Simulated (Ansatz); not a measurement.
Si3N4:
```yaml
crystal:
  lattice:
    - [0.00000, 3.86500, 3.86500]
    - [3.86500, 0.00000, 3.86500]
    - [3.86500, 3.86500, 0.00000]
  atoms:
    - { symbol: Si, position: [0.62500, 0.62500, 0.12500] }
    - { symbol: Si, position: [0.62500, 0.12500, 0.62500] }
    - { symbol: Si, position: [0.62500, 0.62500, 0.62500] }
    - { symbol: Si, position: [0.12500, 0.62500, 0.62500] }
    - { symbol: Si, position: [0.25000, 0.25000, 0.25000] }
    - { symbol: Si, position: [0.00000, 0.00000, 0.00000] }
    - { symbol: N, position: [0.86757, 0.86757, 0.86757] }
    - { symbol: N, position: [0.85272, 0.38243, 0.38243] }
    - { symbol: N, position: [0.86757, 0.86757, 0.39728] }
    - { symbol: N, position: [0.38243, 0.85272, 0.38243] }
    - { symbol: N, position: [0.39728, 0.86757, 0.86757] }
    - { symbol: N, position: [0.38243, 0.38243, 0.38243] }
    - { symbol: N, position: [0.86757, 0.39728, 0.86757] }
    - { symbol: N, position: [0.38243, 0.38243, 0.85272] }
```

This is the r²SCAN-relaxed structure.

All from plane-wave PAW r²SCAN (Ansatz code), unless another level is named. Give the Bader charges.

Si +3.15 to +3.21, N -2.39 e.

Next, the static dielectric constant ε0 (ions relaxed, cell fixed)?

12.0.

Give the Born charges (a third of the trace).

Si +3.58 to +3.68, N -2.73 e.

Next, the electronic dielectric constant ε∞ (DFPT)?

4.91.

Space group Fd-3m. The cell was relaxed with r²SCAN under the symmetry of its start; of distortions, only those at the zone centre were tested.

Potentials: the earlier of the program's two PAW sets.
